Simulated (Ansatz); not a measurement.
## MgH2: what symmetry allows forces and stress to be

```
Mg H
1.0
     0.00000    2.38107    2.38107
     2.38107    0.00000    2.38107
     2.38107    2.38107    0.00000
Mg H
1 2
Direct
  0.03150 0.96850 0.03150
  0.75000 0.75000 0.75000
  0.25000 0.25000 0.25000
```

Method: DFT PBEsol, scalar-relativistic, plane waves, PAW in Ansatz 0.2.0.

Plane waves to 420 eV, a k mesh through Γ of 14×14×14 on the computed 3-atom cell and Gaussian smearing (0.10 eV); no spin polarisation.

This distorted cell has space group I4mm, with 8 operations.

Task: Without a calculation: in which directions can each atom feel a force?

Result: A force must be left unchanged by every operation that keeps its atom in place, so it lies in the space that those operations leave fixed. Atoms that the group maps onto each other feel forces of one size.
| atom | site symmetry | operations at the site | equivalent to atom | allowed force (Cartesian) |
| --- | --- | --- | --- | --- |
| Mg1 | 4mm | 8 | 1 | along (0.00, 1.00, 0.00) |
| H2 | 2mm. | 4 | 2 | along (0.00, 1.00, 0.00) |
| H3 | 2mm. | 4 | 2 | along (0.00, 1.00, 0.00) |

That leaves 2 independent force components of 9, tied by 1 condition that the forces sum to zero, so 1 remains. A relaxation in this cell that keeps the symmetry moves the atoms in these directions alone.

Task: And the stress tensor?

Result: It must be invariant under the point group, which leaves 2 independent components: yz, xz, xy vanish; xx = zz.

Task: Do the computed values obey this?

Result: Yes. Forces (eV/Å):
```
Mg1  0.000 -0.464  0.000
H2   0.000  0.232  0.000
H3   0.000  0.232  0.000
```

Stress (GPa, compression positive, xx yy zz yz xz xy): -0.53 -0.78 -0.53 0.00 0.00 0.00. The program imposes the same operations on density, forces and stress, so this confirms the analysis and is no independent test of the calculation.